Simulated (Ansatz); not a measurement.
**Review of an SCF result for VMo2S4**

VMo2S4 is taken as a measured crystal structure (space group C2/m), 7 atoms in the cell. Sizeable forces remain on the atoms, so the positions aren't those of the computed minimum. Source: COD entry 1530968, which need not be the ambient phase.

These are results of Ansatz development build ahead of 0.2.0, DFT, r2SCAN, PAW, plane waves, scalar-relativistic, not measurements.

```yaml
crystal:
  lattice:
    - [6.41347436, -1.618, 0.0]
    - [6.41347436, 1.618, 0.0]
    - [-2.48430528, 0.0, 5.40544432]
  atoms:
    - { symbol: S, position: [0.6325, 0.6325, 0.9726] }
    - { symbol: S, position: [0.3675, 0.3675, 0.0274] }
    - { symbol: V, position: [0.0, 0.0, 0.0], spin: 2.0 }
    - { symbol: S, position: [0.1062, 0.1062, 0.4493] }
    - { symbol: S, position: [0.8938, 0.8938, 0.5507] }
    - { symbol: Mo, position: [0.7439, 0.7439, 0.6904], spin: -2.0 }
    - { symbol: Mo, position: [0.2561, 0.2561, 0.3096], spin: -2.0 }
magnetization:
  spin_polarized: true
hamiltonian:
  xc: r2scan
  pseudopotentials: { kind: paw }
basis:
  ecutwfc: 500
kpoints:
  mp_grid: { grid: [5, 5, 3] }
scf:
  occupations: { method: fermi_dirac, width: 0.03 }
  lower_state_search: "off"
output:
  forces: true
  stress: true
```

Wall time and machine: 52 s on 2 threads of Arm Neoverse V1 (shared host), peak memory 0.76 GiB.

The end of the output:

```
SCF converged after 24 iterations
Magnetization: 2.3150 μB (33.6575 up, 31.3425 down)
Absolute magnetization: 2.8055 μB (∫|ρ↑−ρ↓|, with the PAW one-centre terms)
Spin contamination: 0.2796 ħ² per cell (⟨S²⟩ above its minimum at these occupations)
Per-site moments (μB) at R_I (Å): [(-0.0096, 0.9903), (-0.0096, 0.9903), (1.9073, 0.9903), (0.0013, 0.9830), (0.0013, 0.9830), (-0.0214, 0.9830), (-0.0214, 0.9830)]
Free energy (F): -16482.105129 eV
Harris-Foulkes:  -16482.105129 eV  (|F-HF|=3.79e-8)
Internal energy: -16482.095178 eV  (E = F + TS)
E sigma→0 (E₀):  -16482.100154 eV
Entropy (-TS):   -0.009951 eV (-1.422 meV/atom)
Fermi energy:    13.518600 eV
--- Forces (eV/Å), atoms counted from 1 ---
  atom   1  S      0.76570106    -0.00000000    -0.12063172
  atom   2  S     -0.76570106     0.00000000     0.12063172
  atom   3  V      0.00000000     0.00000000     0.00000000
  atom   4  S      0.33117563     0.00000000    -0.03553079
  atom   5  S     -0.33117563     0.00000000     0.03553079
  atom   6  Mo     0.14985324    -0.00000000    -0.47058587
  atom   7  Mo    -0.14985324     0.00000000     0.47058587
--- Stress (GPa, compression-positive) ---
        1.135714       0.000000       0.888036
        0.000000       3.036363       0.000000
        0.888092       0.000000       2.513210
  P = ⅓ Tr σ = 2.2284 GPa (22.284 kbar)
```

r2SCAN tends to overstate moments and magnetic energies in itinerant metals. With one magnetic atom in the cell its copies can only be parallel; orders in a larger cell may lie lower.

Site moments are taken inside atomic spheres and don't add up to the total.

Q: The run converged. Is this the lowest state of the cell, and if not, what lies lower and how is it reached?

A: None of the other runs went lower. It is the lowest of 2 states reached by 14 converged runs, and the next lies 83.3 meV/atom higher (non-magnetic (no spin polarisation), no gap on the k-mesh). That doesn't prove a ground state. Only collinear orders within this cell were tried; the true ground state may need a larger cell.
